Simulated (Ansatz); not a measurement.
BaS:
```xyz
2
Lattice="0.0000 3.2126 3.2126 3.2126 0.0000 3.2126 3.2126 3.2126 0.0000" Properties=species:S:1:pos:R:3 pbc="T T T"
Ba     0.0000     0.0000     0.0000
S      3.2126     3.2126     3.2126
```

Cartesian axes are those of the cell as given.

**Question.** Give the high-frequency dielectric tensor and the Born effective charge tensors of the independent atoms from DFPT, DFT-r²SCAN in the program Ansatz with PAW potentials.

**Answer.** 
ε∞:
```
4.38  0.00  0.00
0.00  4.38  0.00
0.00  0.00  4.38
```
Z* of atom 1 (Ba), rows: field, columns: displacement, in e:
```
2.56  0.00  0.00
0.00  2.56  0.00
0.00  0.00  2.56
```
Z* of atom 2 (S), rows: field, columns: displacement, in e:
```
-2.56   0.00   0.00
 0.00  -2.56   0.00
 0.00   0.00  -2.56
```

Static charges for comparison (Bader): Ba1 +1.47, S2 -1.47 e. Born charges measure polarisation by displacement and can exceed these by far.

Space group Fm-3m (rock salt). The r²SCAN relaxation kept the symmetry of its start; phonons on a q-mesh show no instability. Spin–orbit coupling is left out wherever it is not named.

Potentials: the later of the program's two PAW sets.
